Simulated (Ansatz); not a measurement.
Generalised stacking fault of KF (rock salt) on the {100} plane. The cell below holds the perfect crystal with the plane normal along z; tilting its third vector by the shift puts one fault into each cell, between planes 2.71 Å apart, at fixed cell height.

```yaml
crystal:
  lattice:
    - [3.83307, 0.00000, 0.00000]
    - [0.00000, 3.83307, 0.00000]
    - [1.91653, 1.91653, 8.13116]
  atoms:
    - { symbol: F, position: [0.00000, 0.00000, 0.83333] }
    - { symbol: F, position: [0.33333, 0.33333, 0.16667] }
    - { symbol: F, position: [0.66667, 0.66667, 0.50000] }
    - { symbol: K, position: [0.50000, 0.50000, 0.83333] }
    - { symbol: K, position: [0.83333, 0.83333, 0.16667] }
    - { symbol: K, position: [0.16667, 0.16667, 0.50000] }
```

In-plane vectors a = (3.833, 0.000) Å, b = (0.000, 3.833) Å, area 14.69 Å². The shift is x·a + y·b, and the map repeats with period 1 in x and y. The shift is rigid: no atom relaxes. γ = [E(shift) − E(0)] / area.

Computed with PBE (plane waves to 420 eV, PAW, scalar-relativistic; Ansatz, a quantum-chemistry and plane-wave program). k mesh 8×8×8 (Γ-centred), Fermi-Dirac smearing 0.05 eV. Energies are extrapolated to zero smearing. Points where atoms come too close for the PAW data are left out (x in tables, blank in figures). Faults lie only 8.1 Å apart, and holding the cell height and the atoms raises γ above its relaxed value. KF was relaxed with its symmetry unable to fall. The zero of γ is zero shift.

### Question
Give the computed γ·area (meV/cell) at all points of the grid x = 0.000, 0.167, 0.333, 0.500, 0.667, 0.833 by y = 0.000, 0.167, 0.333, 0.500, 0.667, 0.833.

### Answer
γ·area (meV/cell), with x across and y down:

```tsv
y \ x	0.000	0.167	0.333	0.500	0.667	0.833
0.000	0	87	280	385	280	87
0.167	87	190	413	x	413	190
0.333	280	413	x	x	x	413
0.500	385	x	x	x	x	x
0.667	280	413	x	x	x	413
0.833	87	190	413	x	413	190
```

(The slope of γ gives the shear force per area between the displaced halves; near zero shift its curvature is an elastic stiffness.)
